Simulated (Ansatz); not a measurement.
An Ansatz input (plane waves, PAW) for CrO2 that has something wrong with it:

```yaml
crystal:
  lattice:
    - [4.4030760031, 0.0, 0.0]
    - [0.0, 4.4030760031, 0.0]
    - [0.0, 0.0, 2.912849265]
  atoms:
    - { symbol: Cr, position: [0.0, 0.0, 0.0], spin: 2.0 }
    - { symbol: Cr, position: [0.5, 0.5, 0.5], spin: 2.0 }
    - { symbol: O, position: [0.302749254, 0.302749254, 0.0] }
    - { symbol: O, position: [0.197250746, 0.802749254, 0.5] }
    - { symbol: O, position: [0.697250746, 0.697250746, 0.0] }
    - { symbol: O, position: [0.802749254, 0.197250746, 0.5] }
basis:
  ecutwfc: 500
  ecutrho_ratio: 4
kpoints:
  mp_grid: { grid: [6, 6, 10] }
hamiltonian:
  xc: r2scan
  hubbard: { sites: [{ species: O, l: f, u_eff: 4.0 }] }
scf:
  occupations: { method: gaussian, width: 0.05 }
  max_iter: 50
output:
  forces: true
  stress: true
magnetization:
  spin_polarized: true
```

Launched as:
```sh
ansatz run input.yaml --threads 4 --pin off --max-ram 7168MiB --backend cpu --events-out ev --progress --plain --runs-dir out
```

**Question.** What is wrong with it?

**Answer.** A U on a shell that isn't there. Against the sound input: hamiltonian.hubbard: {"sites": [{"species": "O", "l": "f", "u_eff": 4.0}]} (the cap on iterations is only a precaution).

What the program printed:

```
Error: inconsistent input (hamiltonian.hubbard.sites[].l, hamiltonian.hubbard.sites[].shell): the file of O doesn't list 4f, and it can't be added: PBE doesn't bind the shell 4f of the free atom, whose level lies at +1.15 eV. Type an atom or ion with it (hamiltonian.pseudopotentials.projection_atoms), take another file or name another shell
```

The input was refused before any iteration. Run time: 0.19 s on 4 threads of Arm Neoverse N1, on a shared host, peak memory 0.081 GiB. The run before the change (r²SCAN, 500 eV, 6×6×10 mesh) gave:

| run | P (GPa) | gap on the mesh (eV) | cell moment (μB) | largest force component (eV/Å) |
| --- | --- | --- | --- | --- |
| sound | 0.0 | metal | 4.00 | 0.000 |

The two runs also differ in their start: the sound one had the moments 2.02, 2.02, 0.00, 0.00, 0.00, 0.00 μB typed, and went on from the state of an earlier run.

The chain of runs began from a cell as deposited in COD, expanded in volume.

Of that run: The run wasn't fully tested for a lower electronic state. Compounds of this kind are often insulators, Mott or charge-transfer ones with an open 3d shell, so the metal found may come from the functional, which lacks a U or exact exchange, or from the structure.
